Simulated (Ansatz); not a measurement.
This log comes from Ansatz, run on GaN (F-43m) from a database of computed structures. The geometry is the r2SCAN minimum.

The cell:
```cif
data_structure
_symmetry_space_group_name_H-M 'P 1'
_symmetry_Int_Tables_number 1
_cell_length_a 3.1805
_cell_length_b 3.1805
_cell_length_c 3.1805
_cell_angle_alpha 60.000
_cell_angle_beta 60.000
_cell_angle_gamma 60.000
_cell_volume 22.75
loop_
_atom_site_label
_atom_site_type_symbol
_atom_site_fract_x
_atom_site_fract_y
_atom_site_fract_z
_atom_site_occupancy
Ga1 Ga 0.00000 0.00000 0.00000 1
N1 N 0.75000 0.75000 0.75000 1
```

Abridged output:
```
Functional definition: PBE
  parameter kappa = 0.804
  parameter beta = 0.06672455060314922
  exchange = pbe_x(kappa = kappa, mu = beta*pi^2/3)
  correlation = pbe_c(beta = beta)
Crystal: 2 atoms, lattice volume = 22.749 Å³
Basis set: ecut = 1240 eV, 2229 PW (Γ)
Bands: 13, of which v1, the nominal top of the filled ones, is band 9 counted from 1 (8 counted from 0)
Symmetry: 24 space group operations
Space group: F-43m (ITA 216)
k-points: 16 of 216 (time reversal used)
SCF converged after 7 iterations
Free energy (F): -2376.324260 eV
Fermi energy:    10.697436 eV
--- G₀W₀: contour deformation, 7 samples at zero and on the imaginary axis and 3 off it, 216 q-points, 85 empty bands' worth ---
    ik  band        ε_KS         Σx   Σc(E_QP)       V_xc       Z   E_QP_lin       E_QP  E_QP is
     0     8     10.6974   -23.9477     3.0575   -20.2887  0.7656    10.0893    10.0959  root
     0     9     10.6974   -23.9477     3.0575   -20.2887  0.7656    10.0893    10.0959  root
     0    10     12.4728   -11.4414    -3.7354   -15.7150  0.7993    13.0152    13.0109  root
     0    11     21.0388    -7.9722    -5.3757   -14.0002  0.7930    21.7001    21.6912  root
     1     8     10.4244   -23.6452     3.1165   -19.8986  0.7649     9.7869     9.7944  root
     1     9     10.4244   -23.6452     3.1165   -19.8986  0.7649     9.7869     9.7944  root
     1    10     14.0771   -11.7347    -3.9229   -16.2749  0.7902    14.7008    14.6944  root
     1    11     19.9961    -8.3319    -5.3432   -14.3644  0.7880    20.6960    20.6854  root
     2     8      9.9412   -23.1391     3.2270   -19.2399  0.7632     9.2601     9.2691  root
     2     9      9.9412   -23.1391     3.2270   -19.2399  0.7632     9.2601     9.2691  root
     2    10     15.2105   -10.3386    -4.5144   -15.5241  0.7976    15.8899    15.8817  root
     2    11     19.3759    -8.9789    -5.5819   -15.3091  0.7615    20.1344    20.1242  root
     3     8      9.7234   -22.9053     3.2731   -18.9450  0.7622     9.0267     9.0363  root
     3     9      9.7234   -22.9053     3.2731   -18.9450  0.7622     9.0267     9.0363  root
     3    10     15.3841   -10.1030    -4.5449   -15.3039  0.8046    16.0478    16.0401  root
     3    11     19.4619    -8.9652    -5.8207   -15.5197  0.7430    20.2089    20.1957  root
     8     8      8.9517   -22.1787     3.3502   -18.0582  0.7602     8.1676     8.1814  root
     8     9     10.2905   -23.4753     3.1484   -19.6903  0.7643     9.6463     9.6540  root
     8    10     15.5285   -11.2305    -4.4965   -16.4668  0.7821    16.2793    16.2683  root
     8    11     19.4016    -9.2514    -5.2658   -15.2510  0.7844    20.1469    20.1354  root
     9     8      8.5657   -21.8457     3.4973   -17.5596  0.7563     7.7621     7.7768  root
     9     9      8.5657   -21.8457     3.4973   -17.5596  0.7563     7.7621     7.7768  root
     9    10     14.9561    -8.6643    -4.2274   -13.2385  0.8059    15.3048    15.3029  root
     9    11     17.7112   -10.1678    -4.9906   -15.9763  0.7966    18.5431    18.5290  root
    12     8      7.9782   -21.2235     3.6074   -16.8023  0.7522     7.1479     7.1644  root
    12     9      7.9782   -21.2235     3.6074   -16.8023  0.7522     7.1479     7.1644  root
    12    10     14.0559    -8.6860    -3.9554   -12.8362  0.8161    14.2514    14.2508  root
    12    11     17.3936    -9.8679    -4.7882   -15.3692  0.8048    18.1167    18.1067  root
    14     8      6.9608   -21.2341     3.8472   -16.5015  0.7422     6.0501     6.0754  root
    14     9      8.3103   -21.4649     3.4812   -17.1691  0.7563     7.4793     7.4956  root
    14    10     17.2383    -9.3409    -4.5993   -14.4225  0.7882    17.7252    17.7207  root
    14    11     18.2702   -10.6608    -5.3861   -16.9770  0.7722    19.2234    19.2003  root
```

The points are ik 0 = (0, 0, 0) (Γ), ik 1 = (0, 0, 1/6), ik 2 = (0, 0, 1/3), ik 3 = (0, 0, -1/2), ik 8 = (0, 1/6, -1/6), ik 9 = (0, 1/3, 1/3), ik 12 = (0, -1/2, -1/2), ik 14 = (1/6, 1/3, -1/3); band 9 is the last filled one.

**Question.** Write the input file that gave this output.

**Answer.**
```yaml
crystal:
  # lattice and atoms as above
kpoints:
  mp_grid: { grid: [6, 6, 6] }
hamiltonian:
  xc: pbe
  pseudopotentials: { kind: nc }
scf:
  occupations: { method: fixed }
gw:
  n_empty_bands: 85
  ecut_chi: 140
  qp_bands: [v2, c2]
  qp_kpoints: band_edges
  screening: { model: contour_deformation }
```
The quasiparticle table needs the gw block. Not every key shows in the log; this is the file that was used.

Run as `ansatz run input.yaml --threads 2 --pin off --max-ram 3686MiB --backend cpu --events-out ev --progress --plain --runs-dir out`.

**Question.** What wall time did it need on 2 threads of Intel(R) Xeon(R) Platinum 8259CL CPU @ 2.50GHz (Skylake/Cascade Lake) (shared host), and what peak of host memory did it reach?

**Answer.** About 52 s, with a peak of 0.42 GiB.

Calculated for a static, non-magnetic cell.
